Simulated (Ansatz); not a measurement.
CaHBr:
```cif
data_H2Br2Ca2
_chemical_formula_sum 'Ca2 H2 Br2'
_space_group_name_H-M_alt 'P4/nmm :1'
_space_group_IT_number 129
_space_group_name_Hall 'P 4ab 2ab -1ab'
_cell_length_a 3.82554
_cell_length_b 3.82554
_cell_length_c 8.06894
_cell_angle_alpha 90.000
_cell_angle_beta 90.000
_cell_angle_gamma 90.000
loop_
_space_group_symop_operation_xyz
  'x, y, z'
  '-y+1/2, x+1/2, z'
  '-x, -y, z'
  'y+1/2, -x+1/2, z'
  'x+1/2, -y+1/2, -z'
  '-y, -x, -z'
  '-x+1/2, y+1/2, -z'
  'y, x, -z'
  '-x+1/2, -y+1/2, -z'
  'y, -x, -z'
  'x+1/2, y+1/2, -z'
  '-y, x, -z'
  '-x, y, z'
  'y+1/2, x+1/2, z'
  'x, -y, z'
  '-y+1/2, -x+1/2, z'
loop_
_atom_site_label
_atom_site_type_symbol
_atom_site_symmetry_multiplicity
_atom_site_Wyckoff_symbol
_atom_site_fract_x
_atom_site_fract_y
_atom_site_fract_z
_atom_site_occupancy
Ca1 Ca 2 c 0.00000 0.50000 0.16001 1
H1 H 2 a 0.00000 0.00000 0.00000 1
Br1 Br 2 c 0.50000 0.00000 0.32475 1
```

Relaxed with r²SCAN+D4.

**Question.** Tabulate the valence density and the electron localisation function along the shortest Ca–H contact (2.31 Å), r²SCAN+D4 in the plane-wave PAW code Ansatz.

**Answer.** 

```
distance from Ca (Å)  density (e/Å³)   ELF
--------------------  --------------  ----
0.23                            6.27  0.79
0.35                            5.44  0.84
0.46                            4.26  0.86
0.58                            2.98  0.86
0.69                            1.85  0.84
0.81                            1.05  0.75
0.92                            0.56  0.53
1.04                            0.31  0.22
1.15                            0.20  0.09
1.27                            0.17  0.09
1.38                            0.18  0.28
1.50                            0.22  0.71
1.62                            0.29  0.95
1.73                            0.40  0.99
1.85                            0.58  1.00
1.96                            0.84  1.00
2.08                            1.25  1.00
```

The density is the valence pseudo-density with augmentation charge, so density and ELF within about 1 Å of a nucleus are not all-electron values.

The workflow started from a Materials Project entry (that database holds measured and hypothetical structures alike); the Crystallography Open Database files this formula in space group No. 129, but the cells were not matched. Its standing as an ambient phase is unchecked. Symmetry was held in the r²SCAN+D4 relaxation; its stability against distortions is not shown here.

Potentials: the later of the program's two PAW sets.
